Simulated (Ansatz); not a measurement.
**Field gradients at the nuclei in KMnAg3C6N6**

The cell is a measured structure from the Crystallography Open Database (COD), its atoms then relaxed with PBE in this cell.

Space group P312 (No. 149); a = 6.8431, c = 8.2137 Å, γ = 120.00°.

| site | Wyckoff | site symmetry | x | y | z |
| --- | --- | --- | --- | --- | --- |
| K | 1c | 3.2 | 0.3333 | 0.6667 | 0.0000 |
| Mn | 1a | 3.2 | 0.0000 | 0.0000 | 0.0000 |
| Ag | 3k | ..2 | 0.5066 | 0.0133 | 0.5000 |
| C | 6l | 1 | 0.3489 | 0.0058 | 0.2862 |
| N | 6l | 1 | 0.2552 | 0.9969 | 0.1649 |

One atom of each set is listed.

Computed with Ansatz: DFT, PBE, plane waves and PAW, scalar-relativistic, collinear spin, 420 eV cutoff, Γ-centred 5×5×4 k-points, Fermi–Dirac smearing 0.05 eV. Start moments as typed (μB): 4 on each Mn, none on the rest.

Conventions: |V_zz| ≥ |V_yy| ≥ |V_xx|, η = (V_xx − V_yy)/V_zz, C_Q = eQV_zz/h.

41K: I = 3/2, Q = 73.40 mb; ⁵⁵Mn: I = 5/2, Q = 330.0 mb; ¹⁴N: I = 1, Q = 20.44 mb. Nuclear quadrupole moments: year-2017 set (Pyykkö).

| site | atoms | first shell | V_zz (10²¹ V/m²) | η | C_Q (MHz) |
| --- | --- | --- | --- | --- | --- |
| K | 1 | 6 N at 2.90 Å | 0.70 | 0.00 | 1.24 |
| Mn | 1 | 6 N at 2.22 Å | -0.41 | 0.00 | -3.30 |
| Ag | 3 | 2 C at 2.05 Å, angle 178°; also 2 N at 3.22 Å | -28.4 | 0.03 | – |
| C | 6 | 1 N at 1.17 Å, 1 Ag at 2.05 Å, angle 179°; also 1 K at 3.27 Å, 1 Mn at 3.34 Å | -5.70 | 0.05 | – |
| N | 6 | 1 C at 1.17 Å, 1 Mn at 2.22 Å, angle 159°; also 1 K at 2.90 Å, 1 Ag at 3.22 Å | -6.39 | 0.05 | -3.16 |

An axis of threefold or higher order runs through K and Mn, so V_zz lies along it and η is zero. At Ag V_zz points along the line of its two bonds (within 1°). At C V_zz points along the shorter of its two bonds, to N (within 2°). At N V_zz points along the shorter of its two bonds, to C (within 2°).

Ag, C have no stable isotope with a ground-state quadrupole moment in the table, so no C_Q is given.

Without spin–orbit coupling (the program notes it for Ag) the gradients are little affected as a rule: paired runs on crystals with a gap mostly move them by under 2 % at such atoms. All moments are parallel here, as the start or the cell imposes; many such compounds order antiparallel, where fields and spin densities carried over to other atoms largely cancel. The magnetic order is the one that the run reached from its start moments, not necessarily the measured one.

The relaxation (4 steps) took 4.4 min of wall time (8.3 min of CPU time) and 1.3 GiB at its peak, on 2 threads of Intel Xeon Processor @ 2.50GHz (Skylake/Cascade Lake) (x86_64; 62 cores open to the job, memory cap 5.0 GiB, no GPU), a shared host with a load of 0.7 a core.
